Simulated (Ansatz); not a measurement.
Re3B:
```
Re3B
1.0
    1.44886    -4.66954     0.00000
    1.44886     4.66954     0.00000
    0.00000     0.00000     7.28003
B Re
2 6
Direct
  0.25424   0.74576   0.75000
  0.74576   0.25424   0.25000
  0.57563   0.42437   0.75000
  0.42437   0.57563   0.25000
  0.86654   0.13346   0.56470
  0.13346   0.86654   0.06470
  0.13346   0.86654   0.43530
  0.86654   0.13346   0.93530
```

Relaxed with r²SCAN. Special points in fractions of this cell's reciprocal vectors: Γ (0.000, 0.000, 0.000); Y (-0.500, 0.500, 0.000); C0 (-0.274, 0.726, 0.000); Σ0 (0.274, 0.274, 0.000); Z (0.000, 0.000, 0.500); A0 (0.274, 0.274, 0.500); E0 (-0.274, 0.726, 0.500); T (-0.500, 0.500, 0.500); S (0.000, 0.500, 0.000); R (0.000, 0.500, 0.500).

**Question.** List the band energies nearest the Fermi level at these points for r²SCAN with spin–orbit coupling (plane waves, PAW; program Ansatz).

**Answer.** In eV from the Fermi level; about four levels below and three above (degenerate sets whole), none deeper than 8.9 eV; points with the same levels are listed once.

```tsv
k	below	above
Γ	-0.81 -0.81 -0.04 -0.04	0.03 0.03 0.23 0.23
Y	-0.78 -0.78 -0.54 -0.54	0.64 0.64 0.89 0.89
C0	-0.91 -0.91 -0.48 -0.48	0.79 0.79 1.26 1.26
Z	-1.10 -1.10 -1.10 -1.10	0.08 0.08 0.08 0.08
A0	-1.58 -1.58 -1.36 -1.36	0.48 0.48 0.48 0.48
T	-0.71 -0.71 -0.71 -0.71	0.18 0.18 0.18 0.18
S	-0.85 -0.85 -0.78 -0.78	1.41 1.41 1.74 1.74
R	-1.42 -1.42 -1.42 -1.42	0.74 0.74 0.74 0.74
```

Space group Cmcm. The workflow started from an entry of the Crystallography Open Database (COD). Its standing as an ambient phase is unchecked. The r²SCAN relaxation kept the symmetry of its start; its stability against distortions is not shown here. The run is not spin-polarised.

Potentials: the later of the program's two PAW sets.
